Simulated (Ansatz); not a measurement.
This run works on a generated trial structure, not on a known crystal.

Input and command of a plane-wave DFT calculation in Ansatz:

```yaml
crystal:
  lattice:
    - [4.000353396, 0.0, 0.0]
    - [0.0, 4.000353396, 0.0]
    - [0.0, 0.0, 7.5798517852]
  atoms:
    - { symbol: Tl, position: [0.0, 0.0, 0.794864938] }
    - { symbol: Tl, position: [0.0, 0.0, 0.205135062] }
    - { symbol: Pt, position: [0.5, 0.5, 0.1668559111] }
    - { symbol: Pt, position: [0.5, 0.5, 0.8331440889] }
    - { symbol: "N", position: [0.5, 0.5, 0.425814363] }
    - { symbol: "N", position: [0.5, 0.5, 0.574185637] }
basis:
  ecutwfc: 420
kpoints:
  mp_grid: { grid: [8, 8, 4] }
hamiltonian:
  xc: pbe
scf:
  occupations: { method: gaussian, width: 0.1 }
output:
  forces: true
  stress: true
  eigenvalues: true
  write_density: true
  write_potential: true
  elf: true
  volumetric_format: npy
relax:
  adjacent_minimum: "off"
  f_tol: 0.01
  max_steps: 30
  cell: { stress_tol: 0.1, fix: [volume] }
```

```bash
ansatz run input.yaml --threads 1 --pin off --max-ram 2560MiB --backend cpu --events-out ev --progress --plain --runs-dir out
```

Processor: Arm Neoverse V1, 1 thread, on a host shared with other jobs.

Task: Estimate time, memory and problem size.

Result: About 110 s, peak memory 0.49 GiB. It solves 44 bands at 45 k points (after reduction by symmetry) with about 2417 plane waves, in 34 SCF iterations over 6 ionic steps.
